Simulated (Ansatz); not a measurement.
Here is the system:

C:
Space group P4₂/mmc (No. 131); a = b = 2.582 Å, c = 5.969 Å, α = β = γ = 90.00°

```csv
atom,site,symmetry,x,y,z
C,2e,-4m2,0.0000,0.0000,0.2500
C,4i,2mm.,0.5000,0.0000,0.1121
```

This is the PBEsol-relaxed structure.

Problem. All from PBEsol in the plane-wave PAW code Ansatz, unless another level is named. Predict the electronic character.

Solution. metallic (no gap).

Problem. And the density of states at the Fermi level?

Solution. 0.11 states/eV per atom (mean over ±0.08 eV).

Space group P4_2/mmc. The start of the workflow was typed in or built on a structure type; neither database checked (COD, Materials Project) lists it. It is not the phase usual at ambient conditions (space group No. 194, 227). The PBEsol relaxation kept the symmetry of its start; its stability against distortions is not shown here.

Potentials: the earlier of the program's two PAW sets. The files were generated under PBE; for other functionals the program regenerates the frozen cores, and for LDA and PBEsol the local potential too.
